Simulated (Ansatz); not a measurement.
Sn4Ir in space group Ccce (No. 68; Sn on 16i, Ir on 4a), r²SCAN in the plane-wave PAW code Ansatz, all energies at zero smearing, with the estimated change up to a 700 eV cutoff added, with one set of potentials and settings (totals compare only within such a set). Cell of 10 atoms (8 Sn, 2 Ir): -72208.055 eV.

```tsv
element	reference phase	E (eV/atom)
Sn	Fd-3m, 2 atoms in the cell	-6038.6401
Ir	Fm-3m, 1 atoms in the cell	-11948.7272
```

Formation energy per atom, worked out: (-72208.055 − 8×(-6038.6401) − 2×(-11948.7272))/10 = -0.148 eV/atom (-14 kJ per mol of atoms), at 0 K, without zero-point energy or fitted corrections.

The first step of the workflow began from a Materials Project structure, measured or hypothetical; the Crystallography Open Database copy checked does not list it. COD files the formula under space group No. 142. Its standing as an ambient phase is unchecked. The cell was relaxed with r²SCAN under the symmetry of its start; whether a distortion lowers the energy is not shown. The run is not spin-polarised. The references are the lowest solids computed at this level, not always the standard phases. Scalar-relativistic: spin–orbit coupling is off unless named, which matters more the heavier the elements.

Potentials: the later of the program's two PAW sets.
